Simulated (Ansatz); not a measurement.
Given:

SrSnS₃:
```
SrSnS3
1.0
    8.11499     0.00000     0.00000
    0.00000     3.86775     0.00000
    0.00000     0.00000    14.11080
Sr Sn S
4 4 12
Direct
  0.41678   0.25000   0.67683
  0.58322   0.75000   0.32317
  0.08322   0.75000   0.17683
  0.91678   0.25000   0.82317
  0.17416   0.25000   0.44013
  0.82584   0.75000   0.55987
  0.32584   0.75000   0.94013
  0.67416   0.25000   0.05987
  0.02950   0.25000   0.60615
  0.97050   0.75000   0.39385
  0.47050   0.75000   0.10615
  0.52950   0.25000   0.89385
  0.14542   0.25000   0.00297
  0.85458   0.75000   0.99703
  0.35458   0.75000   0.50297
  0.64542   0.25000   0.49703
  0.30383   0.25000   0.28250
  0.69617   0.75000   0.71750
  0.19617   0.75000   0.78250
  0.80383   0.25000   0.21750
```

This is the PBEsol-relaxed structure. Cartesian axes are those of the cell as given.

Problem. All from DFT-PBEsol in the program Ansatz with PAW potentials, unless another level is named. Give the Poisson's ratio.

Solution. 0.27.

Problem. What about the highest zone-centre frequency (without LO–TO term)?

Solution. 40.3 meV.

Problem. Give the elastic constants (relaxed ions, GPa).

Solution. C11 = 79.4, C22 = 117, C33 = 91.2, C12 = 42.1, C13 = 44.9, C23 = 32.7, C44 = 34.4, C55 = 29.8, C66 = 41.4.

Space group Pnma. The workflow started from a Materials Project entry (that database holds measured and hypothetical structures alike); the Crystallography Open Database copy checked does not list it. Its standing as an ambient phase is unchecked. Symmetry was held in the PBEsol relaxation; of distortions, only those at the zone centre were tested. Scalar-relativistic: spin–orbit coupling is off unless named, which matters more the heavier the elements.

Potentials: the later of the program's two PAW sets.
